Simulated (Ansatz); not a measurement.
A geometry of VBiO$_{4}$ away from equilibrium: the start of the relaxation of a generated cell, VBiO4 placed in the AFLOW prototype AB4C_tI12_82_c_g_a (H0_7, as in BPO4). Calculation: PBEsol (plane waves to 420 eV, PAW, scalar-relativistic; Ansatz, a program for electronic structure). Γ-centred k-mesh 7×7×7 on the run's cell (coarser than for final values), Fermi–Dirac smearing 0.05 eV.

```xyz
6
Lattice="-2.3045 2.3045 3.5308 2.3045 -2.3045 3.5308 2.3045 2.3045 -3.5308" Properties=species:S:1:pos:R:3 pbc="T T T"
V      0.0000     2.3045     1.7654
O      1.1218     1.1246     0.9025
O      1.1826     1.1799     4.4333
O      3.4843     1.1218    -0.9025
O     -1.1799     1.1826     2.6283
Bi     0.0000     0.0000     0.0000
```
Spin-polarised start, with parallel moments on V.

Question: Give the Cartesian forces on all atoms (eV/Å).

Answer: 
| atom | Fx | Fy | Fz |
|---|---|---|---|
| V1 | 0.00 | 0.00 | 0.00 |
| O2 | 3.66 | 4.56 | 3.67 |
| O3 | -3.66 | -4.56 | 3.67 |
| O4 | -4.56 | 3.66 | -3.67 |
| O5 | 4.56 | -3.66 | -3.67 |
| Bi6 | 0.00 | 0.00 | 0.00 |

Question: What is the pressure?

Answer: +47.6 GPa, compression positive.

Question: How far above the relaxed end point is this geometry?

Answer: 1.35 eV/atom; the path ends in I-4 (No. 82).

No spin polarisation in the result: the starting moments vanished. The d or f electrons are treated with no Hubbard U.

The run could not lose the symmetry of its start, so the end can be a saddle point.

The end of the path is a generated cell of VBiO4: the first start was made by placing the elements on the sites of a structure type, and the end was not matched to a known phase here, so it may be hypothetical. Known forms of VBiO4 include space group No. 88.
